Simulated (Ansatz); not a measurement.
Level: LDA, no spin polarisation; 420 eV; 6×6×6 Γ-centred mesh; methfessel-paxton occupations (width 0.0583 eV); Ansatz 0.2.0, fixed geometry.

Computed maps in the lattice plane spanned by a (left to right, 5.09 Å, 15 points from zero) and b (bottom to top, 5.09 Å, 15 points from zero), 60° apart, at height 0.500 along c. The fields are smooth PAW ones with compensation charges, not the true ones near nuclei.

Valence density. Digits on a logarithmic scale: 0 up to 0.03 e/Å³, each further digit a factor of 1.6, 9 from 1.3 e/Å³ up:
```
222357999997532
323345799997543
433455678887655
654567776666777
975579998666899
997679999866899
999779999986899
999868999997799
999866899997679
999866689997557
677766667776545
455678887655433
334579999754332
223579999975322
223469999996432
```

ELF. Ten even steps from '0' (0.09) to '9' (0.78):
```
001222699962221
111222258852222
222222223432222
222222222222222
522225653222356
962226998422489
995225999832389
998323899952259
998422489962226
565322235652222
222222222222222
222223432222222
122225885222211
012226999622210
001225999952210
```

Task: The cell is YRh5. Which atoms lie within 0.2 Å of this plane, and where (fractions of a and b)?

Result: Rh at (0.50, 0.50), Rh at (0.50, 0.00), Rh at (0.00, 0.50). The whole cell:
```
CELL_PARAMETERS angstrom
2.54494 4.40797 0.00000
-2.54494 4.40797 0.00000
0.00000 0.00000 4.24331
ATOMIC_POSITIONS crystal
Rh 0.50000 0.50000 0.50000
Rh 0.50000 0.00000 0.50000
Rh 0.00000 0.50000 0.50000
Y 0.00000 0.00000 0.00000
Rh 0.33330 0.33340 0.00000
Rh 0.66660 0.66670 0.00000
```

Origin: a known structure type with other elements, at an estimated volume, so it need not be a known compound. Caveats: many states at the Fermi level without spin polarisation, so a magnetic state may lie lower.
